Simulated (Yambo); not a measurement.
G0W0@LDA for SrO (rock salt, space group Fm-3m, No. 225) in Yambo. Reference settings: 6×6×6 Γ-centred k mesh, 77 bands and a 10 Ry block in the screening, 77 bands in G with the Bruneval-Gonze terminator, plasmon pole fitted at 27.2 eV. The LDA gap Γ → X on this mesh is 3.13 eV; G0W0 gaps are taken between the same points.

With and without the terminator, as bands are cut:

| bands in G (in W) | gap, terminator (eV) | gap, none (eV) | valence shift, terminator (eV) | valence shift, none (eV) |
|---|---|---|---|---|
| 18 (18) | 5.461 | 5.251 | -0.672 | -0.175 |
| 27 (27) | 5.332 | 5.089 | -0.839 | -0.387 |
| 40 (40) | 5.262 | 5.023 | -0.937 | -0.559 |
| 59 (59) | 5.244 | 5.037 | -1.023 | -0.724 |
| 77 (77) | 5.231 | 5.072 | -1.044 | -0.829 |

Over this range the gap spans 0.230 eV with the terminator and 0.228 eV without, the valence shift 0.372 eV and 0.654 eV. Neither column has reached its limit for certain.

Geometry relaxed with LDA; primitive cell a = b = c = 3.5786 Å, α = β = γ = 60.00°.

A shift is the quasiparticle energy of the state minus its LDA energy.
